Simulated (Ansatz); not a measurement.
Si$_{2}$W, DFT, LDA, all-electron LAPW, scalar-relativistic (Ansatz 0.2.0), run on 1 thread of Arm Neoverse V2 on a shared host.

The geometry is COD entry 1010283, unchecked; take it as a test cell. It differs from other determinations. The listed cell was then made from it by scaling, straining or moving an atom.

Command: `ansatz run input.yaml --threads 1 --pin off --max-ram 6144MiB --backend cpu --events-out ev --progress --plain --runs-dir out`

```yaml
crystal:
  lattice:
    - [-1.606, 1.606, 3.8612]
    - [1.606, -1.606, 3.8612]
    - [1.606, 1.606, -3.8612]
  atoms:
    - { symbol: Si, position: [0.333, 0.333, 0.0] }
    - { symbol: Si, position: [0.667, 0.667, 0.0] }
    - { symbol: W, position: [0.0, 0.0, 0.0] }
kpoints:
  mp_grid: { grid: [11, 11, 14] }
  band_path:
    path:
      - [0.0, 0.0, 0.0]
      - [0.0, 0.0, 0.5]
      - [0.25, 0.25, 0.25]
      - [0.0, 0.5, 0.0]
      - [0.0, 0.0, 0.0]
      - [0.5, 0.5, -0.5]
      - [0.2932500382, 0.7067499618, -0.2932500382]
      - [-0.2932500382, 0.2932500382, 0.2932500382]
      - [0.0, 0.0, 0.0]
    npoints: 5
scf:
  occupations: { method: fermi_dirac, width: 0.05 }
hamiltonian:
  xc: lda
  pseudopotentials: { kind: all_electron, lapw: { basis_error: 0.001 } }
output:
  forces: true
  stress: true
  eigenvalues: true
```

**Question.** How large is the problem that the program sets up?

**Answer.** 468 irreducible k-points, 337 plane waves at Γ, 38 bands.

**Question.** About how long does it take, and how much memory does it use?

**Answer.** 2.4 min of wall time for 9 SCF iterations, with a peak of 1.6 GiB. Times on shared machines scatter by tens of per cent.
